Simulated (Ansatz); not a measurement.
MgIF: reading a single point

```
CELL_PARAMETERS angstrom
3.93327 0.00000 0.00000
0.00000 3.93327 0.00000
0.00000 0.00000 8.16840
ATOMIC_POSITIONS crystal
Mg 0.25000 0.25000 0.16392
Mg 0.75000 0.75000 0.83608
I 0.25000 0.25000 0.66297
I 0.75000 0.75000 0.33703
F 0.75000 0.25000 0.00000
F 0.25000 0.75000 0.00000
```

Method: PBE, no spin polarisation; PAW, plane waves to 420 eV, 7×7×3 Γ-centred mesh, fermi-dirac occupations (width 0.1 eV) (Ansatz 0.2.0), atoms fixed.

**Electronic structure.** The gap is 2.15 eV, indirect (the least direct gap found is 2.72 eV). A semilocal functional usually gives too small a gap.
**Stress.** The pressure is -3.5 GPa (compression positive), so with the atoms held at these fractions the cell would first shrink; the forces are large, so a full relaxation may end otherwise. The principal stresses -4.6, -4.6, -1.2 GPa differ, so its shape would change too.
**Charges.** Bader charges in e: Mg +1.73, I -0.79, F -0.94. In the mean Mg gives up most and F takes most.
**Formation energy.** -1.95 eV an atom against the elements' usual phases (free molecules for gases, crystals otherwise, with no correction for O₂ or N₂), so it is bound against them; other compounds may still compete. Relaxing would lower it.

Origin: a known structure type with other elements, at an estimated volume, so it need not be a known compound. Caveats: no spin-orbit coupling, which can shift this gap by tenths of an eV; the mesh misses a band edge that the path finds.
